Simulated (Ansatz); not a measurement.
# How the vibrations of AlCu₃ change with volume

All numbers below come from Ansatz 0.2.0, DFT LDA, scalar-relativistic, plane waves, PAW. Plane waves to 420 eV; Γ-centred k mesh 12×12×12; Fermi-Dirac smearing of 0.15 eV. No spin polarisation. Phonons by linear response, acoustic sum rule imposed.

The cell, relaxed at this level:
```
CELL_PARAMETERS angstrom
3.58958 0.00000 0.00000
0.00000 3.58958 0.00000
0.00000 0.00000 3.58958
ATOMIC_POSITIONS crystal
Al 0.00000 0.00000 0.00000
Cu 0.50000 0.50000 0.00000
Cu 0.50000 0.00000 0.50000
Cu 0.00000 0.50000 0.50000
```

In a metal, frequencies depend on the k mesh and the smearing, soft modes most. Some empty bands missed the eigensolver's threshold.

Cells at 0.98 and 1.02 times the equilibrium volume were relaxed in shape and atoms; γ = −d ln ν / d ln V, modes matched by rank. Linear response on a 2×2×2 q mesh; q in fractions of the reciprocal vectors.

Q: Give the frequencies (cm⁻¹) at the three volumes and the mode Grüneisen parameters.

A:
```
                q  0.98 V    V  1.02 V     γ  degeneracy
   0.00 0.00 0.00     176  168     161  2.23           3
   0.00 0.00 0.00     213  203     195  2.21           3
   0.00 0.00 0.00     324  311     299  2.01           3
  0.00 0.00 -0.50     135  129     124  2.00           2
  0.00 0.00 -0.50     150  143     137  2.16           2
  0.00 0.00 -0.50     166  159     152  2.18           1
  0.00 0.00 -0.50     175  167     160  2.36           1
  0.00 0.00 -0.50     197  189     181  2.09           1
  0.00 0.00 -0.50     215  205     195  2.45           2
  0.00 0.00 -0.50     305  293     282  1.98           2
  0.00 0.00 -0.50     314  303     292  1.80           1
 0.00 -0.50 -0.50     123  119     114  1.92           1
 0.00 -0.50 -0.50     134  130     126  1.51           1
 0.00 -0.50 -0.50     143  138     133  1.81           2
 0.00 -0.50 -0.50     171  163     155  2.43           2
 0.00 -0.50 -0.50     173  164     156  2.56           1
 0.00 -0.50 -0.50     226  216     205  2.42           1
 0.00 -0.50 -0.50     227  217     207  2.29           1
 0.00 -0.50 -0.50     296  284     274  1.92           1
 0.00 -0.50 -0.50     323  311     299  1.92           2
-0.50 -0.50 -0.50     121  117     113  1.81           2
-0.50 -0.50 -0.50     135  132     128  1.45           3
-0.50 -0.50 -0.50     146  141     136  1.81           3
-0.50 -0.50 -0.50     264  251     239  2.46           1
-0.50 -0.50 -0.50     337  324     311  2.04           3
```

Q: What pressures hold the two strained cells, and what bulk modulus follows?

A: 3.54 GPa at 0.98 V and -3.16 GPa at 1.02 V, so B = −dP/d ln V ≈ 167 GPa.